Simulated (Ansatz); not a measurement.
A trial structure of Zn4W was built thus: random cell by space group and Wyckoff sites (P4/mmm, No. 123). The dimensions are guesses.

```cif
data_structure
_symmetry_space_group_name_H-M 'P4/mmm'
_symmetry_Int_Tables_number 123
_cell_length_a 4.2619
_cell_length_b 4.2619
_cell_length_c 4.5831
_cell_angle_alpha 90.000
_cell_angle_beta 90.000
_cell_angle_gamma 90.000
_cell_volume 83.25
loop_
_atom_site_label
_atom_site_type_symbol
_atom_site_symmetry_multiplicity
_atom_site_Wyckoff_symbol
_atom_site_fract_x
_atom_site_fract_y
_atom_site_fract_z
_atom_site_occupancy
Zn1 Zn 4 m 0.29226 0.00000 0.50000 1
W1 W 1 a 0.00000 0.00000 0.00000 1
```

Method: DFT PBE, scalar-relativistic, plane waves, PAW (Ansatz 0.2.0). Cutoff 420 eV, Gaussian smearing, Γ-centred meshes. Cell and atoms relax first on a coarse mesh and then on a finer one. In between, the cell is made exact in the group found at 0.06 Å. In metals the finer mesh still leaves noise of several meV/atom or more. The steps can't lower the symmetry of their start. No spin polarisation.

A guess keeps its type if space group and coordination stay and the shape of the cell changes little (axis ratios within about 15 %, angles within 6°); the volume may change.

Task: Does this structure survive the relaxation?

Result: It doesn't keep its type. The symmetry stays P4/mmm (No. 123). The volume per atom grows by 59.4 %, from 16.6 to 26.5 Å³. The shortest distance goes from 1.76 Å (Zn–Zn) to 2.49 Å (Zn–Zn). The ratio c/a of the conventional cell changes by a factor of 0.32. Counting neighbours within 15 % of an atom's shortest distance, the start has W 8, Zn 3 and the end W 10, Zn 5. In detail, at the end Zn has 3 Zn at 2.49–2.52 Å and 2 W at 2.70 Å; W has 2 W at 2.52 Å and 8 Zn at 2.70 Å.

```yaml
crystal:
  lattice:
    - [7.26004, 0.00000, 0.00000]
    - [0.00000, 7.26004, 0.00000]
    - [0.00000, 0.00000, 2.51700]
  atoms:
    - { symbol: Zn, position: [0.32827, 0.00000, 0.50000] }
    - { symbol: Zn, position: [0.67173, 0.00000, 0.50000] }
    - { symbol: Zn, position: [0.00000, 0.32827, 0.50000] }
    - { symbol: Zn, position: [0.00000, 0.67173, 0.50000] }
    - { symbol: W, position: [0.00000, 0.00000, 0.00000] }
```

The last run used a 6×6×14 mesh (in the run's order of axes) for its 5-atom cell and Gaussian smearing of 0.10 eV. These runs have no spin–orbit coupling, which can matter for W. A structure relaxed within its symmetry needn't be a true minimum.
